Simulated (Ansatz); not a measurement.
Consider the following.

Se (trigonal-Se type, space group P3_121)

```yaml
crystal:
  lattice:
    - [4.03908, 0.00000, 0.00000]
    - [-2.01954, 3.49795, 0.00000]
    - [0.00000, 0.00000, 5.12082]
  atoms:
    - { symbol: Se, position: [0.24867, 0.00000, 0.83333] }
    - { symbol: Se, position: [0.00000, 0.24867, 0.16667] }
    - { symbol: Se, position: [0.75133, 0.75133, 0.50000] }
```

The volume is varied about the relaxed value V₀ at fixed cell shape. The atoms relax within the cell's symmetry.

All values below come from PBEsol (plane waves to 420 eV, PAW, scalar-relativistic; Ansatz, a first-principles code). k mesh 10×10×7 (Γ-centred), Fermi-Dirac smearing 0.05 eV. The energy includes the smearing's −TS. Compression counts positive. With the shape held, the modulus is that of even scaling; a crystal free to change shape is softer. Se was relaxed with its symmetry unable to fall. ΔE is measured from the relaxed starting cell.

The scan covers V/V₀ from 0.900 to 1.100 in 9 points.

Task: What pressure does the cell carry at V/V₀ = 0.900?

Result: 4.97 GPa.

Task: What is ΔE at V/V₀ = 0.900?

Result: 33.1 meV/atom.

Task: What is ΔE at V/V₀ = 1.100?

Result: 20.6 meV/atom.

(A scan under strain: stresses follow from slopes of the energy per volume, elastic moduli from its curvatures.)
